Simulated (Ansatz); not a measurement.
**Formation energy of GaPt₃**

```xyz
4
Lattice="3.8638 0.0000 0.0000 0.0000 3.8638 0.0000 0.0000 0.0000 3.8638" Properties=species:S:1:pos:R:3 pbc="T T T"
Ga    0.0000    0.0000    0.0000
Pt    0.0000    1.9319    1.9319
Pt    1.9319    1.9319    0.0000
Pt    1.9319    0.0000    1.9319
```

The cell comes from a relaxation on PAW files under the same functional, begun from a database entry that needn't be the ground state.

Computed with Ansatz 0.2.0; functional LDA, scalar-relativistic. Settings: a Γ-centred 9×9×9 k mesh, Fermi–Dirac smearing of 0.05 eV, no spin polarisation. Methods: LAPW: all electrons, basis error target 0.5 meV/atom; PAW: frozen-core files, cutoff 420 eV.

The elements are taken as Ga alpha-Ga, Pt fcc, each relaxed on PAW files under the same functional and computed by the same method as the compound; zero-point and thermal terms are left out.

Spin–orbit coupling is left out, which matters for the heavy atoms. The PAW files were made under PBE.

Problem. Give the formation energy by each method, with the residual pressure at this cell and the LAPW gap.

Solution. 

| method | ΔE(formation) (eV/atom) | P at this cell (GPa) | gap (eV) |
| --- | --- | --- | --- |
| LAPW | -0.449 | 0.05 | 0.00 |
| PAW | -0.450 | 0.00 | – |

Problem. Give the LAPW value for one formula unit in kJ/mol.

Solution. -0.449 eV/atom × 4 atoms × 96.485 kJ/(mol·eV) = -173.3 kJ/mol, at zero temperature and without zero-point motion.
